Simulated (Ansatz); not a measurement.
Consider a crystal of In3Se in space group P4/mmm (No. 123), with In on 2f and 1c; Se on 1d.

These are results of DFT PBE, scalar-relativistic, plane waves, PAW (Ansatz), not measurements. Cutoff 420 eV, Γ-centred mesh, Gaussian smearing, no spin polarisation.

Energies over the elements count from the elements' standard structures at the same level, with no fitted energy shifts.

Question: Predict the relaxed structure.

Answer:

Space group P4/mmm (No. 123). a = 5.893 Å, b = 5.893 Å, c = 5.422 Å, α = 90.00°, β = 90.00°, γ = 90.00°
```csv
atom,site,symmetry,x,y,z
In,2f,mmm.,0.0000,0.5000,0.0000
In,1c,4/mmm,0.5000,0.5000,0.0000
Se,1d,4/mmm,0.5000,0.5000,0.5000
```

In on a site of symmetry mmm has 2 In at 2.95 Å; In on a site of symmetry 4/mmm has 2 Se at 2.71 Å and 4 In at 2.95 Å; Se has 2 In at 2.71 Å. Another local minimum with the same sites may exist.

Question: And its energy and gap?

Answer: The energy over the elements is +0.29 eV/atom and the gap on the 8×8×8 mesh of the 4-atom cell is 0 eV (a metal). It can't be a ground state, since the elements alone are lower.

The last run used Gaussian smearing of 0.10 eV. An odd number of electrons in the primitive cell allows no gap without spin; a larger cell or a magnetic state could open one. The reference form of Se is held partly by dispersion forces, which this level lacks. Symmetry constrained the relaxation, so the result can be a saddle point. Another cell of In3Se relaxed alike, in Im-3m, lies 0.42 eV/atom lower, so this cell isn't the stable form at this level.
